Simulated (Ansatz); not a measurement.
AlIr:
```cif
data_AlIr
_chemical_formula_sum 'Ir1 Al1'
_space_group_name_H-M_alt 'P 1'
_space_group_IT_number 1
_cell_length_a 3.53538
_cell_length_b 3.53538
_cell_length_c 3.53538
_cell_angle_alpha 60.000
_cell_angle_beta 60.000
_cell_angle_gamma 60.000
loop_
_space_group_symop_operation_xyz
  'x, y, z'
loop_
_atom_site_label
_atom_site_type_symbol
_atom_site_fract_x
_atom_site_fract_y
_atom_site_fract_z
_atom_site_occupancy
Ir1 Ir 0.00000 0.00000 0.00000 1
Al1 Al 0.50000 0.50000 0.50000 1
```

Relaxed with PBEsol.

### Question
Decompose the optical modes at the zone centre into irreducible representations, and say which are infrared and Raman allowed.

### Answer
Point group m-3m: Γ_opt = T1u. Infrared: T1u. Raman: none.

### Question
Assign frequencies (DFPT, PBEsol in the plane-wave PAW code Ansatz).

### Answer
T1u 278 cm⁻¹.

Space group Fm-3m (rock salt). The start of the workflow was typed in or built on a structure type; neither database checked (COD, Materials Project) lists it. Its standing as an ambient phase is unchecked. Symmetry was held in the PBEsol relaxation. At this level the phase is mechanically unstable. The run is not spin-polarised. As this level gives no gap, phonon frequencies hold no LO–TO term and depend on the k-mesh and smearing (Fermi–Dirac, 0.1 eV here). Spin–orbit coupling is left out wherever it is not named.

Potentials: the later of the program's two PAW sets.
